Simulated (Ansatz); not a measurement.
# Relaxing a structure of MoS₂

The start is a randomly generated symmetric cell of MoS2 (space group No. 166). The structure is fully relaxed (lattice and positions, P = 0) with r2SCAN (plane waves to 500 eV, PAW, scalar-relativistic; Ansatz, a program for electronic structure). The first steps use a coarse 5×5×5 k-mesh.

The start:
```
CELL_PARAMETERS angstrom
      3.86561     2.23181     2.35109
     -3.86561     2.23181     2.35109
      0.00000    -4.46362     2.35109
ATOMIC_POSITIONS crystal
  Mo 0.74797 0.74797 0.74797
  Mo 0.25203 0.25203 0.25203
  S  0.50000 0.50000 0.00000
  S  0.00000 0.50000 0.50000
  S  0.50000 0.00000 0.50000
  S  0.00000 0.00000 0.00000
```

**Question.** Does the structure survive the relaxation? Give the final space group.

**Answer.** The space group goes from R-3m (No. 166) to Pn-3m (No. 224); the end is AFLOW prototype A2B_cP6_224_b_a (C3, as in Cu2O), with 6 atoms in the primitive cell.

**Question.** How does the volume change?

**Answer.** +11.4 %, from 20.28 to 22.60 Å³/atom.

**Question.** How do the shortest distances between atoms change?

**Answer.** The closest pairs of elements (up to four, under 3.6 Å), start → end: Mo–S 1.78 → 2.22 Å; S–S 3.24 → 3.63 Å; Mo–Mo 3.50 → 4.45 Å.

**Question.** Is the relaxed structure metallic? Give its gap.

**Answer.** Zero (metallic).

Final values are on a 9×9×9 k-mesh of the relaxed cell. The start holds a very short contact (Mo–S 1.78 Å). No spin polarisation in the result.

The run could not lose the symmetry of its start, so the end can be a saddle point.

The relaxed structure here is a generated cell of MoS2: the first start was made by a random draw of sites in a space group, and the end was not matched to a known phase here, so it may be hypothetical. Known forms of MoS2 include space group No. 160, 194.
